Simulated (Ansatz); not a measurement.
The elements of this relaxed trial crystal are hidden behind letters.

```
lattice vectors (Å)
   4.5322    0.0000    0.0000
   0.0000    4.5322    0.0000
   0.0000    0.0000    4.5322
fractional positions
X 0.0000 0.0000 0.5000
X 0.5000 0.0000 0.0000
X 0.0000 0.5000 0.0000
Z 0.2530 0.7470 0.2530
Z 0.7470 0.2530 0.2530
Z 0.2530 0.2530 0.7470
Z 0.7470 0.7470 0.7470
```

These are results of DFT PBE, scalar-relativistic, plane waves, PAW in Ansatz 0.2.0, not measurements. The final run on the 7-atom cell used 420 eV, a Γ-centred 8×8×8 mesh, 0.10 eV smearing and no spin polarisation.

```
Space group                              : P-43m (No. 215)
Conventional cell                        : a = 4.532 Å
Volume per atom                          : 13.30 Å³
Density                                  : 10.84 g/cm³
Energy over the elements                 : +0.08 eV/atom
Gap on the 8×8×8 mesh of the 7-atom cell : 0 eV (a metal)
```

Energies are uncorrected and count from the elements' standard states at the same level.

Question: X is a d-block element of period 6 and Z is a p-block element of period 2. Which elements are they?

Answer: X = W, Z = N, so the formula is W3N4. Density times volume gives a mean mass of 10.84 × 13.30/1.6605 = 86.8 u per atom, and this set has 86.8 u. W is surrounded by 4 N at 1.97 Å; N is surrounded by 3 W at 1.97 Å. Other sets within the hints have nearly the same mass, so mass alone doesn't settle it; this one was computed.

Spin–orbit coupling, which can matter for W, is left out. Symmetry constrained the relaxation, so the result can be a saddle point.
